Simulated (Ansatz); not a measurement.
## Two states of CrPd$_{3}$O$_{4}$

```yaml
crystal:
  lattice:
    - [0.00000, 4.65114, 0.00000]
    - [4.65114, 0.00000, 0.00000]
    - [2.32557, 2.32557, -4.54284]
  atoms:
    - { symbol: Pd, position: [0.50000, 0.50000, 0.00000] }
    - { symbol: Cr, position: [0.00000, 0.00000, 0.00000] }
    - { symbol: Pd, position: [0.25000, 0.75000, 0.50000] }
    - { symbol: Pd, position: [0.75000, 0.25000, 0.50000] }
    - { symbol: O, position: [0.09890, 0.70050, 0.20060] }
    - { symbol: O, position: [0.29950, 0.29950, 0.79940] }
    - { symbol: O, position: [0.70050, 0.09890, 0.20060] }
    - { symbol: O, position: [0.90110, 0.90110, 0.79940] }
```

Single point in Ansatz 0.2.0 with PBE, with U = 6.98 eV and J = 0.69 eV on Cr d, U = 2.59 eV and J = 0.87 eV on Pd d (all-electron-ortho-atomic projectors). Cutoff 420 eV, PAW datasets, 5×5×5 Γ-centred k mesh, fermi-dirac filling (width 0.1 eV). The cell carries a charge of -1 e on a uniform background.

State A: Pd1 down, Cr2 up, Pd3 down, Pd4 down (collinear spin). State B: no moments (no spin polarisation).

Compare the two self-consistent states.

State A is lower by 39.4 meV an atom at zero smearing; in free energy at this smearing B lies +35.4 meV an atom from A.

```json
{"state": "A", "free energy (meV/atom)": "0.0", "largest moment in a small sphere (μB)": "0.90", "net moment (μB/cell)": "1.01", "gap on mesh (eV)": "metal", "pressure (GPa)": "n/a", "largest force (eV/Å)": "5.02"}
{"state": "B", "free energy (meV/atom)": "35.4", "largest moment in a small sphere (μB)": "0.00", "net moment (μB/cell)": "0.00", "gap on mesh (eV)": "metal", "pressure (GPa)": "n/a", "largest force (eV/Å)": "3.63"}
```

Origin: a known structure type with other elements, at an estimated volume, so it need not be a known compound. Caveats: another magnetic order, which this cell may not hold, can open a gap; the k mesh is coarse if the cell is a metal; atoms or cell far from equilibrium; charged cell with a uniform background; odd electron count without spin polarisation, so a magnetic state may lie lower.
